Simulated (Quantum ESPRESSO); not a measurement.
WVCu4Ta2, one run as intended and one with a planted mistake

Computed values, not a measurement. The program is pw.x of Quantum ESPRESSO 7.5 (plane-wave density functional theory). The cell is made up: eight metal atoms on a hexagonal close-packed lattice, with elements, volume, strain and displacements drawn at random and not relaxed, so it may be unstable or far from any real phase. PseudoDojo standard norm-conserving files set the functional (PBE unless stated); there is no spin polarisation or spin-orbit coupling, the Fermi-Dirac width of 0.25 eV means electrons at about 2900 K, and the masses in the input are unused placeholders. The copper pseudopotential is less sure than most, with forces differing by about three percent and pressure by about two GPa from a second method on plain copper. Heavy elements are run without spin-orbit coupling, which real alloys of them have. A spin test at this wide smearing found no moment, but such smearing suppresses magnetism that the real alloy may have.

Intended input:

```
&control calculation='scf', pseudo_dir='./dojo.nc.sr.pbe.v0_5.standard.upf', outdir='./o', disk_io='minimal', tprnfor=.true., tstress=.true. /
&system ibrav=0, nat=8, ntyp=4, nbnd=79, ecutwfc=92.02030273, nosym=.true., tot_charge=0,
 occupations='smearing', smearing='fd', degauss=0.0183746611
/
&electrons conv_thr=1.470e-08, electron_maxstep=70, mixing_beta=0.5 /
ATOMIC_SPECIES
Cu 1.0 Cu.upf
Ta 1.0 Ta.upf
V 1.0 V.upf
W 1.0 W.upf
CELL_PARAMETERS angstrom
-2.772 0.0033 -0.0033
-0.0111 4.9066 -4.5084
0.0005 -4.8456 -4.4421
ATOMIC_POSITIONS angstrom
W 0.1784 0.0397 0.0491
V -0.1325 1.6279 -2.2085
Cu 0.0092 -0.0026 -4.6031
Ta -0.121 1.6327 -6.6243
Cu -1.5361 -0.7076 -2.2823
Cu -1.4157 -2.5176 -4.3423
Cu -1.4444 -0.7628 -6.8834
Ta -1.3589 2.5679 -4.4895
K_POINTS automatic
8 4 4 1 1 1
```

The log is shortened where brackets say so; the opening notice, blank lines, dates and the lines on written files are dropped, and the path of the files is cut. It prints rydbergs, bohrs and kilobars, and counts compression as positive stress. Its total energy is the free energy E - TS of the whole cell.

Log of the intended run:

```
     Program PWSCF v.7.5
     Parallel version (MPI & OpenMP), running on       4 processor cores
     Number of MPI processes:                 4
     Threads/MPI process:                     1
     [start-up lines left out]
     bravais-lattice index     =            0
     lattice parameter (alat)  =       5.2383  a.u.
     unit-cell volume          =     816.3725 (a.u.)^3
     number of atoms/cell      =            8
     number of atomic types    =            4
     number of electrons       =       129.00
     number of Kohn-Sham states=           79
     kinetic-energy cutoff     =      92.0203  Ry
     charge density cutoff     =     368.0812  Ry
     scf convergence threshold =      1.5E-08
     mixing beta               =       0.5000
     number of iterations used =            8  plain     mixing
     Exchange-correlation= PBE
                           (   1   4   3   4   0   0   0)
     [axes and pseudopotential details left out]
   Cartesian axes
     site n.     atom                  positions (alat units)
         1        W      tau(   1) = (   0.0643578   0.0143218   0.0177128  )
         2        V      tau(   2) = (  -0.0477994   0.5872647  -0.7967160  )
         3        Cu     tau(   3) = (   0.0033189  -0.0009379  -1.6605676  )
         4        Ta     tau(   4) = (  -0.0436507   0.5889963  -2.3897152  )
         5        Cu     tau(   5) = (  -0.5541478  -0.2552666  -0.8233394  )
         6        Cu     tau(   6) = (  -0.5107136  -0.9082238  -1.5664841  )
         7        Cu     tau(   7) = (  -0.5210671  -0.2751800  -2.4831855  )
         8        Ta     tau(   8) = (  -0.4902230   0.9263695  -1.6195864  )
     number of k points=    64  Fermi-Dirac smearing, width (Ry)=  0.0184
                       cart. coord. in units 2pi/alat
        k(    1) = (  -0.0624087  -0.0006001  -0.0773561), wk =   0.0312500
        k(    2) = (  -0.0624012  -0.0721908  -0.1552700), wk =   0.0312500
     [further k points left out]
     Dense  grid:    97289 G-vectors     FFT dimensions: (  32,  80,  75)
     Estimated max dynamical RAM per process >     421.28 MB
     Estimated total dynamical RAM >       1.58 GB
     Initial potential from superposition of free atoms
     starting charge     128.9953, renormalised to     129.0000
     Starting wfcs are   80 randomized atomic wfcs
     total cpu time spent up to now is        7.4 secs
     per-process dynamical memory:   334.2 Mb
     Self-consistent Calculation
     iteration #  1     ecut=    92.02 Ry     beta= 0.50
     Davidson diagonalization with overlap
     ethr =  1.00E-02,  avg # of iterations =  4.5
     total cpu time spent up to now is       29.9 secs
     total energy              =   -2056.68283630 Ry
     estimated scf accuracy    <      29.38532982 Ry
     iteration #  2     ecut=    92.02 Ry     beta= 0.50
     Davidson diagonalization with overlap
     ethr =  1.00E-02,  avg # of iterations =  4.2
     total cpu time spent up to now is       56.7 secs
     total energy              =   -2069.03690059 Ry
     estimated scf accuracy    <     128.89712055 Ry
     [iterations 3 to 20 left out]
     iteration # 21     ecut=    92.02 Ry     beta= 0.50
     Davidson diagonalization with overlap
     ethr =  3.02E-11,  avg # of iterations =  2.0
     total cpu time spent up to now is      416.7 secs
     total energy              =   -2076.43230252 Ry
     estimated scf accuracy    <       0.00000006 Ry
     iteration # 22     ecut=    92.02 Ry     beta= 0.50
     Davidson diagonalization with overlap
     ethr =  3.02E-11,  avg # of iterations =  1.8
     total cpu time spent up to now is      433.9 secs
     End of self-consistent calculation
     [lines on levels left out]
!    total energy              =   -2076.43230252 Ry
     estimated scf accuracy    <          9.7E-09 Ry
     smearing contrib. (-TS)   =      -0.10748342 Ry
     internal energy E=F+TS    =   -2076.32481910 Ry
     The total energy is F=E-TS. E is the sum of the following terms:
     one-electron contribution =   -1086.11058088 Ry
     hartree contribution      =     609.60135618 Ry
     xc contribution           =    -301.58865519 Ry
     ewald contribution        =   -1298.22693921 Ry
     convergence has been achieved in  22 iterations
     Forces acting on atoms (cartesian axes, Ry/au):
     atom    1 type  4   force =    -0.02311934    0.05401168   -0.05316135
     atom    2 type  3   force =     0.00218316   -0.00268134    0.01484085
     atom    3 type  1   force =    -0.00180692   -0.02156564    0.02418117
     atom    4 type  2   force =    -0.00198715    0.00541354   -0.06701699
     atom    5 type  1   force =     0.01294188   -0.00435423   -0.01366119
     atom    6 type  1   force =     0.00533118    0.04920160   -0.02254945
     atom    7 type  1   force =     0.00977286   -0.01301909    0.08543571
     atom    8 type  2   force =    -0.00331567   -0.06700653    0.03193125
     Total force =     0.168829     Total SCF correction =     0.000663
     Computing stress (Cartesian axis) and pressure
          total   stress  (Ry/bohr**3)                   (kbar)     P=       11.89
  -0.00007147  -0.00014148   0.00000800          -10.51      -20.81        1.18
  -0.00014148   0.00003795   0.00013538          -20.81        5.58       19.92
   0.00000800   0.00013538   0.00027600            1.18       19.92       40.60
     init_run     :      7.02s CPU      7.31s WALL (       1 calls)
     electrons    :    418.66s CPU    426.55s WALL (       1 calls)
     forces       :      2.56s CPU      2.58s WALL (       1 calls)
     stress       :      8.84s CPU      9.03s WALL (       1 calls)
     [timing details left out]
     PWSCF        :   7m17.20s CPU   7m25.61s WALL
     JOB DONE.
```

A second run has one planted mistake: the cell and the positions are scaled by a wrong factor. The input lines that differ:

```
- -2.772 0.0033 -0.0033
- -0.0111 4.9066 -4.5084
- 0.0005 -4.8456 -4.4421
+ -2.7432 0.0033 -0.0033
+ -0.011 4.8556 -4.4615
+ 0.0005 -4.7952 -4.3959
- W 0.1784 0.0397 0.0491
- V -0.1325 1.6279 -2.2085
- Cu 0.0092 -0.0026 -4.6031
- Ta -0.121 1.6327 -6.6243
- Cu -1.5361 -0.7076 -2.2823
- Cu -1.4157 -2.5176 -4.3423
- Cu -1.4444 -0.7628 -6.8834
- Ta -1.3589 2.5679 -4.4895
+ W 0.1765 0.0393 0.0486
+ V -0.1311 1.611 -2.1855
+ Cu 0.0091 -0.0026 -4.5552
+ Ta -0.1197 1.6157 -6.5554
+ Cu -1.5201 -0.7002 -2.2586
+ Cu -1.401 -2.4914 -4.2971
+ Cu -1.4294 -0.7549 -6.8118
+ Ta -1.3448 2.5412 -4.4428
```

Its log:

```
     Program PWSCF v.7.5
     Parallel version (MPI & OpenMP), running on       4 processor cores
     Number of MPI processes:                 4
     Threads/MPI process:                     1
     [start-up lines left out]
     bravais-lattice index     =            0
     lattice parameter (alat)  =       5.1839  a.u.
     unit-cell volume          =     791.1745 (a.u.)^3
     number of atoms/cell      =            8
     number of atomic types    =            4
     number of electrons       =       129.00
     number of Kohn-Sham states=           79
     kinetic-energy cutoff     =      92.0203  Ry
     charge density cutoff     =     368.0812  Ry
     scf convergence threshold =      1.5E-08
     mixing beta               =       0.5000
     number of iterations used =            8  plain     mixing
     Exchange-correlation= PBE
                           (   1   4   3   4   0   0   0)
     [axes and pseudopotential details left out]
   Cartesian axes
     site n.     atom                  positions (alat units)
         1        W      tau(   1) = (   0.0643408   0.0143263   0.0177165  )
         2        V      tau(   2) = (  -0.0477908   0.5872695  -0.7966961  )
         3        Cu     tau(   3) = (   0.0033173  -0.0009478  -1.6605400  )
         4        Ta     tau(   4) = (  -0.0436351   0.5889828  -2.3896874  )
         5        Cu     tau(   5) = (  -0.5541331  -0.2552490  -0.8233438  )
         6        Cu     tau(   6) = (  -0.5107167  -0.9082081  -1.5664530  )
         7        Cu     tau(   7) = (  -0.5210695  -0.2751892  -2.4831548  )
         8        Ta     tau(   8) = (  -0.4902297   0.9263620  -1.6195660  )
     number of k points=    64  Fermi-Dirac smearing, width (Ry)=  0.0184
                       cart. coord. in units 2pi/alat
        k(    1) = (  -0.0624078  -0.0006002  -0.0773570), wk =   0.0312500
        k(    2) = (  -0.0624001  -0.0721914  -0.1552721), wk =   0.0312500
     [further k points left out]
     Dense  grid:    94293 G-vectors     FFT dimensions: (  32,  80,  75)
     Estimated max dynamical RAM per process >     409.20 MB
     Estimated total dynamical RAM >       1.53 GB
     Initial potential from superposition of free atoms
     starting charge     128.9953, renormalised to     129.0000
     Starting wfcs are   80 randomized atomic wfcs
     total cpu time spent up to now is        7.3 secs
     per-process dynamical memory:   324.4 Mb
     Self-consistent Calculation
     iteration #  1     ecut=    92.02 Ry     beta= 0.50
     Davidson diagonalization with overlap
     ethr =  1.00E-02,  avg # of iterations =  4.5
     total cpu time spent up to now is       29.5 secs
     total energy              =   -2056.57320704 Ry
     estimated scf accuracy    <      29.60086661 Ry
     iteration #  2     ecut=    92.02 Ry     beta= 0.50
     Davidson diagonalization with overlap
     ethr =  1.00E-02,  avg # of iterations =  4.2
     total cpu time spent up to now is       54.4 secs
     total energy              =   -2068.82039900 Ry
     estimated scf accuracy    <     129.42148248 Ry
     [iterations 3 to 20 left out]
     iteration # 21     ecut=    92.02 Ry     beta= 0.50
     Davidson diagonalization with overlap
     ethr =  2.26E-10,  avg # of iterations =  1.1
     total cpu time spent up to now is      379.4 secs
     total energy              =   -2076.42570969 Ry
     estimated scf accuracy    <       0.00000007 Ry
     iteration # 22     ecut=    92.02 Ry     beta= 0.50
     Davidson diagonalization with overlap
     ethr =  5.07E-11,  avg # of iterations =  2.1
     total cpu time spent up to now is      395.3 secs
     End of self-consistent calculation
     [lines on levels left out]
!    total energy              =   -2076.42570969 Ry
     estimated scf accuracy    <          8.8E-09 Ry
     smearing contrib. (-TS)   =      -0.10363214 Ry
     internal energy E=F+TS    =   -2076.32207756 Ry
     The total energy is F=E-TS. E is the sum of the following terms:
     one-electron contribution =   -1064.40581046 Ry
     hartree contribution      =     601.73358794 Ry
     xc contribution           =    -301.78555585 Ry
     ewald contribution        =   -1311.86429919 Ry
     convergence has been achieved in  22 iterations
     Forces acting on atoms (cartesian axes, Ry/au):
     atom    1 type  4   force =    -0.02655522    0.06135891   -0.06036288
     atom    2 type  3   force =     0.00205671   -0.00184670    0.01576509
     atom    3 type  1   force =    -0.00207523   -0.02736056    0.02777954
     atom    4 type  2   force =    -0.00304493    0.00729561   -0.07206143
     atom    5 type  1   force =     0.01446746   -0.00452919   -0.01860341
     atom    6 type  1   force =     0.00619368    0.05879538   -0.02644601
     atom    7 type  1   force =     0.01099224   -0.01670820    0.09819127
     atom    8 type  2   force =    -0.00203472   -0.07700526    0.03573783
     Total force =     0.192803     Total SCF correction =     0.000540
     Computing stress (Cartesian axis) and pressure
          total   stress  (Ry/bohr**3)                   (kbar)     P=       66.40
   0.00028006  -0.00015646   0.00001419           41.20      -23.02        2.09
  -0.00015646   0.00041646   0.00015559          -23.02       61.26       22.89
   0.00001419   0.00015559   0.00065765            2.09       22.89       96.74
     init_run     :      6.92s CPU      7.19s WALL (       1 calls)
     electrons    :    380.18s CPU    387.93s WALL (       1 calls)
     forces       :      2.51s CPU      2.51s WALL (       1 calls)
     stress       :      8.81s CPU      8.82s WALL (       1 calls)
     [timing details left out]
     PWSCF        :   6m38.60s CPU   6m46.67s WALL
     JOB DONE.
```

```
                                            intended run  run with the mistake
                          free energy (eV)    -28251.301            -28251.211
         entropy term -TS, part of it (eV)        -1.462                -1.410
                            pressure (GPa)          1.19                  6.64
size of the largest force component (eV/Å)         2.197                 2.525
largest change of a force component (eV/Å)                               0.328
                                iterations            22                    22
```

For scale, a rerun of the intended cell at a higher cutoff and on a denser mesh moved values by no more than 0.005 eV in energy, 0.02 GPa in stress and 0.007 eV/Å in force, and a second program with other atomic files agreed on that cell to 2 % rms in force and 0.5 GPa in pressure.